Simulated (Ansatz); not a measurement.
BN (h-BN type, space group P6_3/mmc)

```yaml
crystal:
  lattice:
    - [2.50045, 0.00000, 0.00000]
    - [-1.25023, 2.16545, 0.00000]
    - [0.00000, 0.00000, 6.41121]
  atoms:
    - { symbol: B, position: [0.33333, 0.66667, 0.25000] }
    - { symbol: B, position: [0.66667, 0.33333, 0.75000] }
    - { symbol: N, position: [0.33333, 0.66667, 0.75000] }
    - { symbol: N, position: [0.66667, 0.33333, 0.25000] }
```

Equation-of-state scan: isotropic scaling of the cell above, V₀ being its volume. Symmetry pins the atoms to their sites.

Computed with PBEsol-D3(BJ) (plane waves to 420 eV, PAW, scalar-relativistic; Ansatz, a first-principles code). k mesh 16×16×6 (Γ-centred), Fermi-Dirac smearing 0.05 eV. Energies are smeared free energies. Stress and pressure are positive under compression. BN was relaxed with its symmetry unable to fall. The zero of ΔE is the relaxed starting cell.

```
V (Å³/cell)  P (GPa)  ΔE (kJ/mol of atoms)
-----------  -------  --------------------
31.24            ___                  7.84
31.94           24.7                  4.84
32.63           17.6                   ___
33.33           11.2                  1.13
34.02            5.3                  0.27
34.71            0.0                  0.00
35.41           -4.9                  0.26
36.10           -9.3                   ___
36.80          -13.4                  2.19
37.49          -17.1                   ___
38.19          -20.4                  5.75
```

Q: Complete the blanks.

A: 
- 31.24, P (GPa): 32.6
- 32.63, ΔE (kJ/mol of atoms): 2.64
- 36.10, ΔE (kJ/mol of atoms): 1.00
- 37.49, ΔE (kJ/mol of atoms): 3.78

(Under strain, the slope of the energy per volume gives the stress and its curvature an elastic modulus.)
